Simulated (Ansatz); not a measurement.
Level of theory: DFT, PBEsol, plane waves (420 eV) with PAW, scalar-relativistic in Ansatz 0.2.0. The PAW files were generated under PBE, with cores re-solved for the functional.

An element in the bcc structure gives this curve. The cell is scaled uniformly from the relaxed one, with fractional coordinates and shape fixed. Energies are extrapolated to zero smearing, pressures are those at the given smearing. Magnetic state: spin not included.

```tsv
V (Å³/atom)	E − E₀ (meV/atom)	P (GPa)
16.124	67.0	12.04
16.857	24.8	6.83
17.590	4.2	2.70
18.323	0.4	-0.54
19.056	9.8	-3.10
19.789	29.3	-5.13
20.522	57.0	-6.77
```

(1) Which element is it?
A. lithium
B. germanium
C. selenium
D. aluminium

Answers

(1) B. Its fit is V₀ = 18.14 Å³/atom, B₀ = 75 GPa, B₀′ = 5.1.
